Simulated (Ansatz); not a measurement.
Relaxed-ion elastic tensor of ScZn (CsCl type, space group No. 221) in GPa (Voigt order), plane-wave PAW PBEsol (Ansatz code); density 5.09 g/cm³, 17.99 Å³ per atom.

```
 116  66.7  66.7   0.0   0.0   0.0
66.7   116  66.7   0.0   0.0   0.0
66.7  66.7   116   0.0   0.0   0.0
 0.0   0.0   0.0  73.1   0.0   0.0
 0.0   0.0   0.0   0.0  73.1   0.0
 0.0   0.0   0.0   0.0   0.0  73.1
```

Q: Is the crystal mechanically stable?

A: Yes: the smallest eigenvalue of C is 49.6 GPa.

Q: Work out the Voigt, Reuss and Hill averages.

A: K_V = 83.2, K_R = 83.2, K_H = 83.2; G_V = 53.8, G_R = 41.1, G_H = 47.4 GPa.

Q: Give Young's modulus, Poisson's ratio, Pugh's ratio and the universal anisotropy index.

A: E = 9KG/(3K + G) = 120 GPa; ν = 0.26; K/G = 1.75 (near the Pugh limit of 1.75, no verdict); A_U = 5G_V/G_R + K_V/K_R − 6 = 1.54.

Q: Estimate the sound speeds and the Debye temperature.

A: v_l = √((K + 4G/3)/ρ) = 5360 m/s, v_t = √(G/ρ) = 3050 m/s, mean 3390 m/s; Θ = (h/k)(3n/4πV)^(1/3) v_m = 385 K.

Q: Give the Zener ratio and Young's modulus along [100], [110] and [111].

A: A = 2C44/(C11 − C12) = 2.95; 1/E = S11 − 2(S11 − S12 − S44/2)Γ with Γ = 0, 1/4, 1/3 gives 67.7, 123, 170 GPa.

Q: Solve the Christoffel equation for the three sound speeds along [100], [110], [111].

A: Eigenvalues of C_ijkl n_j n_l equal ρv². In km/s, slowest first: [100] 3.79, 3.79, 4.78; [110] 2.21, 3.79, 5.68; [111] 2.83, 2.83, 5.96.

Space group Pm-3m (CsCl type). The workflow started from an entry of the Crystallography Open Database (COD). Whether it is the stable phase at ambient conditions was not checked. Symmetry was held in the PBEsol relaxation; of distortions, only those at the zone centre were tested. The run is not spin-polarised. As this level gives no gap, shear constants depend on the k-mesh and smearing (Fermi–Dirac, 0.1 eV here).

Potentials: the later of the program's two PAW sets.
